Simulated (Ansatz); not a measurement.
# Na: enthalpies of structure types against pressure

All-electron LAPW in Ansatz 0.2.0 under LDA, scalar-relativistic, energies extrapolated to zero smearing. Each structure type was compressed from its own relaxed volume, symmetry kept and shape relaxed on PAW files, and E(V) was fitted to energies and pressures; H = E + pV has no temperature or zero-point term. Only these types were tried: fcc (Fm-3m, 13×13×13 mesh, 33.40 Å³/atom at rest); sc (Pm-3m, 12×12×12 mesh, 35.72 Å³/atom at rest); bcc (Im-3m, 13×13×13 mesh, 33.40 Å³/atom at rest); diamond (Fd-3m, 10×10×10 mesh, 48.19 Å³/atom at rest); hcp (P6_3/mmc, 12×12×7 mesh, 33.40 Å³/atom at rest). Spin polarisation is left out. Spin–orbit coupling is left out; Fermi–Dirac smearing is 0.05 to 0.1 eV. Enthalpies carry a few meV/atom of noise from meshes and fits.

Question: Which type is lowest at zero pressure, and what follows up to 16 GPa?

Answer: The lowest types lie within 5 meV/atom of each other over much of the range, too close to call on these meshes: bcc and hcp compete. Enthalpies against hcp:

```tsv
p (GPa)	fcc (meV/atom)	sc (meV/atom)	bcc (meV/atom)	diamond (meV/atom)	hcp (meV/atom)
0	3	124	2	353	0
0.49	3	130	1	393	0
1.3	3	138	1	442	0
2.5	3	147	1	494	0
4.9	3	158	0	561	0
8.2	3	167	0	617	0
12	3	173	0	656	0
16	4	176	-1	682	0
```
